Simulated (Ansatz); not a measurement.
SrIn4Pd in space group Cmcm (No. 63; Pearson symbol oS24), plane-wave PAW r²SCAN (Ansatz code), all energies at zero smearing, with the estimated change up to a 700 eV cutoff added, with one set of potentials and settings (totals compare only within such a set). Cell of 12 atoms (2 Sr, 8 In, 2 Pd): -65982.935 eV.

| element | reference phase | E (eV/atom) |
|---|---|---|
| Sr | P6_3/mmc, 2 atoms in the cell | -3555.1144 |
| In | I4/mmm, 1 atoms in the cell | -5611.8204 |
| Pd | Fm-3m, 1 atoms in the cell | -6985.7456 |

Formation energy per atom, worked out: (-65982.935 − 2×(-3555.1144) − 8×(-5611.8204) − 2×(-6985.7456))/12 = -0.554 eV/atom (-53 kJ per mol of atoms), at 0 K, without zero-point energy or fitted corrections.

The workflow started from a Materials Project entry (that database holds measured and hypothetical structures alike); the Crystallography Open Database copy checked does not list it. Whether it is the stable phase at ambient conditions was not checked. Symmetry was held in the r²SCAN relaxation; its stability against distortions is not shown here. No spin polarisation was allowed. The references are the lowest solids computed at this level, not always the standard phases.

Potentials: the later of the program's two PAW sets.
